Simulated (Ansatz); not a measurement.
## Levels of theory for Ga4As3N (ordering on wurtzite)

All numbers come from Ansatz. Values at 0 K without nuclear motion; no magnetic order is allowed, and the phase may be a hypothetical one.

The cell is Ga4As3N as one 8-atom ordering (P3m1) on the wurtzite lattice; cell and atoms were relaxed with r2SCAN. The symmetry is P3m1 (No. 156, trigonal); a = 3.820 Å, c = 12.533 Å in the conventional setting, 19.79 Å³ an atom. Around N lie 4 Ga at 1.95–2.26 Å; around As lie 4 Ga at 2.39–2.45 Å; around As lie 4 Ga at 2.40–2.43 Å; around As lie 4 Ga at 2.38–2.45 Å; around Ga lie 1 N at 1.95 Å and 3 As at 2.40 Å; around Ga lie 4 As at 2.38–2.45 Å; around Ga lie 4 As at 2.39–2.43 Å; around Ga lie 3 N at 2.26 Å and 1 As at 2.45 Å.

```
N As Ga
1.0
     3.81963    0.00000    0.00000
    -1.90981    3.30789    0.00000
     0.00000    0.00000   12.53298
N As Ga
1 3 4
Direct
  0.66667 0.33333 0.99748
  0.66667 0.33333 0.49920
  0.33333 0.66667 0.76624
  0.33333 0.66667 0.23242
  0.66667 0.33333 0.84213
  0.66667 0.33333 0.30398
  0.33333 0.66667 0.57199
  0.33333 0.66667 0.03657
```

Relaxed lattice by functional, symmetry kept:
```tsv
functional	k mesh	a (Å)	c (Å)	volume (Å³/atom)
PBE	12×12×2	3.871	12.707	20.62
r2SCAN	12×12×2	3.820	12.533	19.79
```

On this one geometry the levels give:
```
  level   k mesh             gap (eV)  kind  edges  least direct gap (eV)
    PBE  12×12×2  none (overlap 0.24)     –      –                      –
PBE+SOC  12×12×2  none (overlap 0.14)     –      –                      –
 r2SCAN  12×12×2  none (overlap 0.18)     –      –                      –
```
All runs use a smearing of 0.02 eV.
Wave cutoffs: 420 eV, 500 eV (r2SCAN).
Points off the special ones are mesh points or PBE's searched band edges, reused at the other levels.

r2SCAN gives no gap: the lowest nominally empty band dips 0.18 eV below the top of the last filled one (its bottom at K–Γ (0.80 of the way from K), the top at Γ), so the cell is a metal or semimetal at this level. PBE+SOC gives no gap: the lowest nominally empty band dips 0.14 eV below the top of the last filled one (its bottom at K–Γ (0.80 of the way from K), the top at Γ), so the cell is a metal or semimetal at this level.

No level opens a gap, but no hybrid is among them, and semilocal functionals can close a real gap.

Only the levels marked +SOC include spin-orbit coupling.
